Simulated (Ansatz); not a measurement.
Se (trigonal Se type), relaxed with r²SCAN (Ansatz, a quantum-chemistry and plane-wave program, plane waves, PAW): a = 4.507 Å, b = 4.507 Å, c = 4.989 Å, α = 90.00°, β = 90.00°, γ = 120.00°.

```
Item      Result
--------  ------
gap (eV)    1.33
```

**Question.** The same phase is relaxed and computed with r²SCAN+D4 in the same code. What are the cell and these values now?

**Answer.** a = 4.360 Å, b = 4.360 Å, c = 5.013 Å, α = 90.00°, β = 90.00°, γ = 120.00°.

- gap (eV): 1.17

Weakly bound layers, chains or molecules computed without a dispersion correction, so cells and soft constants are ill determined: Se, trigonal Se type with r²SCAN. All cells were relaxed under the symmetry of their starts (and spin orders); stability against distortions was not tested throughout. Spin–orbit coupling is left out wherever it is not named.

Potentials: the earlier of the program's two PAW sets.

Ansatz is a plane-wave DFT program.
